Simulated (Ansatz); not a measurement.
SiO2 — O-17 nuclear quadrupole resonance

Cell: an entry of the Crystallography Open Database (COD), its atoms then relaxed with PBE in this cell.

Space group P4_12_12 (No. 92); a = 4.9727, c = 6.9257 Å.

```csv
site,Wyckoff,site symmetry,x,y,z
Si,4a,..2,0.3055,0.3055,0.0000
O,8b,1,0.2365,0.1167,0.1852
```

One atom of each set is listed.

Method: Kohn–Sham DFT in Ansatz, LDA, plane waves and PAW, scalar-relativistic, 420 eV cutoff, Γ-centred 6×6×5 k-points, Fermi–Dirac smearing 0.02 eV.

O-17: I = 5/2, Q = -25.58 mb (year-2017 value). Static lattice, zero field.

(1) At which frequencies do the O-17 NQR lines lie?

Results:

(1) For I = 5/2 and η = 0 the lines are 3|C_Q|/20 and twice that; η pulls their ratio below 2.

| site | atoms | V_zz (10²¹ V/m²) | C_Q (MHz) | η | line frequencies (MHz) |
| --- | --- | --- | --- | --- | --- |
| O | 8 | 9.21 | -5.70 | 0.19 | 0.886, 1.70 |

At O V_zz runs parallel to the line that joins its two neighbours (within 1°).

At this cell the LDA pressure is -5 GPa, so with LDA the cell would shrink if it were relaxed. The largest force is 0.4 eV/Å, so the atoms aren't at the calculated equilibrium and relaxing them would move these values.
